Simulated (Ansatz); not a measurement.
Task: Name crystals whose computed values (DFT-LDA in the program Ansatz with PAW potentials) fall in these windows: B₀ by P(V) fit (GPa) 61 to 80; Θ_D (K) 220 to 280.

Result: 

```csv
crystal,B₀ by P(V) fit (GPa),Θ_D (K)
"LuSb, rock salt",72.9,239
"YSb, rock salt",69.9,274
"ScBi, rock salt",69.6,233
"ZnCdSe2, P-4m2 (Zn on 1c, Cd on 1a, Se on 2g)",64.0,228
"LaTeCl, P4/nmm (La on 2c, Te on 2c, Cl on 2a)",67.5,254
```
Others may fit too.

Standing as an ambient phase not checked: LuSb, rock salt; YSb, rock salt; ScBi, rock salt; ZnCdSe2, P-4m2 (Zn on 1c, Cd on 1a, Se on 2g); LaTeCl, P4/nmm (La on 2c, Te on 2c, Cl on 2a). Perhaps ordered models of mixed-site phases: ScBi, rock salt. All cells were relaxed under the symmetry of their starts (and spin orders); stability against distortions was not tested throughout. Rows with no word on spin ran without spin polarisation. Spin–orbit coupling is left out wherever it is not named.

Potentials: the later of the program's two PAW sets.
